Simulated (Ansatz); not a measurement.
NaI:
```
CELL_PARAMETERS angstrom
      0.00000     3.23041     3.23041
      3.23041     0.00000     3.23041
      3.23041     3.23041     0.00000
ATOMIC_POSITIONS crystal
  Na 0.00000 0.00000 0.00000
  I  0.50000 0.50000 0.50000
```

Relaxed with r²SCAN. Special points in fractions of this cell's reciprocal vectors: Γ (0.000, 0.000, 0.000); X (0.500, 0.000, 0.500); U (0.625, 0.250, 0.625); K (0.375, 0.375, 0.750); L (0.500, 0.500, 0.500); W (0.500, 0.250, 0.750).

Question: List the band energies nearest the valence-band maximum at these points for the program Ansatz at the r²SCAN with spin–orbit coupling level (PAW).

Answer: In eV from the valence-band maximum; about four levels below and three above (degenerate sets whole), none deeper than 8.9 eV; points with the same levels are listed once.

```csv
k,below,above
Γ,0.00 0.00 0.00 0.00,4.12 4.12 8.20 8.20 8.20 8.20
X,-1.29 -1.29 -0.82 -0.82,4.88 4.88 5.72 5.72
U,-1.59 -1.59 -0.85 -0.85,5.56 5.56 6.96 6.96
L,-0.91 -0.91 -0.31 -0.31,5.37 5.37 7.75 7.75
W,-1.53 -1.53 -1.13 -1.13,6.23 6.23 7.69 7.69
```

Space group Fm-3m (rock salt). Symmetry was held in the r²SCAN relaxation; phonons on a q-mesh show no instability.

Potentials: the later of the program's two PAW sets.
